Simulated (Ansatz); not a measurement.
TiB₂:
```yaml
crystal:
  lattice:
    - [2.99354, 0.00000, 0.00000]
    - [-1.49677, 2.59248, 0.00000]
    - [0.00000, 0.00000, 3.16025]
  atoms:
    - { symbol: Ti, position: [0.00000, 0.00000, 0.00000] }
    - { symbol: B, position: [0.33333, 0.66667, 0.50000] }
    - { symbol: B, position: [0.66667, 0.33333, 0.50000] }
```

Relaxed with LDA. Special points in fractions of this cell's reciprocal vectors: Γ (0.000, 0.000, 0.000); M (0.500, 0.000, 0.000); K (0.333, 0.333, 0.000); A (0.000, 0.000, 0.500); L (0.500, 0.000, 0.500); H (0.333, 0.333, 0.500).

Problem. List the band energies nearest the Fermi level at these points for the program Ansatz at the LDA level (PAW).

Solution. In eV from the Fermi level; about four levels below and three above (degenerate sets whole), none deeper than 8.9 eV; points with the same levels are listed once.

```csv
k,below,above
Γ,-2.76 -2.76 -2.21 -2.18,2.01 2.01 3.90 3.90
M,-3.32 -3.29 -2.39,1.43 2.88 3.40
K,-8.27 -8.27 -7.51 -1.89 -1.89,1.45 1.45 2.04
A,-0.58 -0.58 -0.26 -0.26,0.44 0.44 1.83
L,-7.49 -4.83 -3.96 -3.08,2.69 3.08 4.88
H,-8.63 -8.63 -5.74 -3.21 -3.21,2.69 4.62 4.62
```

Space group P6/mmm. The LDA relaxation kept the symmetry of its start; phonons on a q-mesh show no instability. No spin polarisation was allowed.

Potentials: the later of the program's two PAW sets.
